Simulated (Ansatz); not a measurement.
Data:

ZnS:
```yaml
crystal:
  lattice:
    - [3.58955, 0.00000, 0.00000]
    - [-1.79477, 3.10864, 0.00000]
    - [0.00000, 0.00000, 5.88016]
  atoms:
    - { symbol: Zn, position: [0.00000, 0.00000, 0.00000] }
    - { symbol: Zn, position: [0.00000, 0.00000, 0.50000] }
    - { symbol: S, position: [0.33333, 0.66667, 0.25000] }
    - { symbol: S, position: [0.66667, 0.33333, 0.75000] }
```

This is the r²SCAN-relaxed structure.

All from r²SCAN in the plane-wave PAW code Ansatz, unless another level is named. Predict the electron effective mass.

0.21, 0.31, 0.31 mₑ (principal values).

And the band gap?

0.82 eV (indirect).

Give the weight of the conduction-edge state by species (Voronoi cells).

Zn 77 %, S 23 %.

Next, the weight of the valence-edge state by species (Voronoi cells)?

S 84 %, Zn 16 %.

Next, the valence-band maximum?

on the Γ–M line, 36 % of the way from Γ.

And the conduction-band minimum?

at K (2 equivalent valleys).

Space group P6_3/mmc (NiAs type). The start of the workflow was typed in or built on a structure type; neither database checked (COD, Materials Project) lists it. It is not the phase usual at ambient conditions (space group No. 186, 216). The r²SCAN relaxation kept the symmetry of its start; whether a distortion lowers the energy is not shown.

Potentials: the later of the program's two PAW sets.
